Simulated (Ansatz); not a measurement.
CdSe:
```
CELL_PARAMETERS angstrom
      0.00000     3.09813     3.09813
      3.09813     0.00000     3.09813
      3.09813     3.09813     0.00000
ATOMIC_POSITIONS crystal
  Se 0.75000 0.75000 0.75000
  Cd 0.00000 0.00000 0.00000
```

Cartesian axes are those of the cell as given.

Problem. Give the high-frequency dielectric tensor and the Born effective charge tensors of the independent atoms from DFPT, plane-wave PAW PBE (Ansatz code).

Solution. 
ε∞:
```
8.09  0.00  0.00
0.00  8.09  0.00
0.00  0.00  8.09
```
Z* of atom 1 (Se), rows: field, columns: displacement, in e:
```
-2.32   0.00   0.00
 0.00  -2.32   0.00
 0.00   0.00  -2.32
```
Z* of atom 2 (Cd), rows: field, columns: displacement, in e:
```
2.32  0.00  0.00
0.00  2.32  0.00
0.00  0.00  2.32
```

Static charges for comparison (Bader): Se1 -0.72, Cd2 +0.72 e. Born charges measure polarisation by displacement and can exceed these by far.

Space group F-43m (zinc blende). Symmetry was held in the PBE relaxation; phonons on a q-mesh show no instability. Scalar-relativistic: spin–orbit coupling is off unless named, which matters more the heavier the elements.

Potentials: the later of the program's two PAW sets.
